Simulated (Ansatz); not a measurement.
ZnGeAs$_{2}$:
```yaml
crystal:
  lattice:
    - [-2.83651, 2.83651, 5.60022]
    - [2.83651, -2.83651, 5.60022]
    - [2.83651, 2.83651, -5.60022]
  atoms:
    - { symbol: As, position: [0.37500, 0.37603, 0.50103] }
    - { symbol: As, position: [0.62397, 0.12500, 0.99897] }
    - { symbol: As, position: [0.87500, 0.87397, 0.49897] }
    - { symbol: As, position: [0.12603, 0.62500, 0.00103] }
    - { symbol: Ge, position: [0.50000, 0.50000, 0.00000] }
    - { symbol: Ge, position: [0.25000, 0.75000, 0.50000] }
    - { symbol: Zn, position: [0.00000, 0.00000, 0.00000] }
    - { symbol: Zn, position: [0.75000, 0.25000, 0.50000] }
```

Relaxed with r²SCAN. Special points in fractions of this cell's reciprocal vectors: Γ (0.000, 0.000, 0.000); X (0.000, 0.000, 0.500); P (0.250, 0.250, 0.250); N (0.000, 0.500, 0.000); M (0.500, 0.500, -0.500); S (0.314, 0.686, -0.314); S0 (-0.314, 0.314, 0.314); R (-0.128, 0.128, 0.500); G (0.500, 0.500, -0.128).

Problem. List the band energies nearest the valence-band maximum at these points for the program Ansatz at the r²SCAN level (PAW).

Solution. In eV from the valence-band maximum; about four levels below and three above (degenerate sets whole), none deeper than 8.9 eV; points with the same levels are listed once.

```json
[
 {"k": "Γ", "below": "-2.66 -2.66 -0.09 -0.09 0.00", "above": "0.60 1.49 1.70"},
 {"k": "X", "below": "-1.28 -1.28 -0.83 -0.83", "above": "0.90 0.90 2.94 2.94"},
 {"k": "P", "below": "-1.25 -1.25 -1.20 -1.20", "above": "1.61 1.61 2.68 2.68"},
 {"k": "N", "below": "-2.60 -1.95 -1.68 -1.04", "above": "2.27 2.48 2.84"},
 {"k": "M", "below": "-2.02 -2.02 -1.42 -1.42", "above": "1.27 1.27 1.58 1.58"},
 {"k": "S", "below": "-2.45 -2.14 -1.27 -0.92", "above": "1.46 2.42 2.42"},
 {"k": "R", "below": "-1.39 -1.39 -1.19 -1.19", "above": "1.32 1.32 3.52 3.52"}
]
```

Space group I-42d (chalcopyrite). The workflow started from an entry of the Crystallography Open Database (COD). Whether it is the stable phase at ambient conditions was not checked. The cell was relaxed with r²SCAN under the symmetry of its start; whether a distortion lowers the energy is not shown. Scalar-relativistic: spin–orbit coupling is off unless named, which matters more the heavier the elements.

Potentials: the later of the program's two PAW sets.
